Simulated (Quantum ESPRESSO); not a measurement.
```xyz
5
Lattice="3.9886 0.0000 0.0000 0.0000 3.9886 0.0000 0.0000 0.0000 3.9886" Properties=species:S:1:pos:R:3 pbc="T T T"
Li     1.9943     1.9943     1.9943
F      0.0000     1.9943     1.9943
F      1.9943     0.0000     1.9943
F      1.9943     1.9943     0.0000
Ba     0.0000     0.0000     0.0000
```

The geometry is that of Materials Project entry mp-10250, symmetrised and not relaxed again.

Question: What does norm-conserving PBEsol (Quantum ESPRESSO, 84 Ry, with spin-orbit coupling) give for the electronic structure near the Fermi level?

Answer: The PBEsol gap is direct, 6.56 eV at Γ. The cell is held in this high symmetry; tilts and polar distortions were not searched.

The structure is a Materials Project entry; no match was found in the copy of COD used, and its stability was not checked.
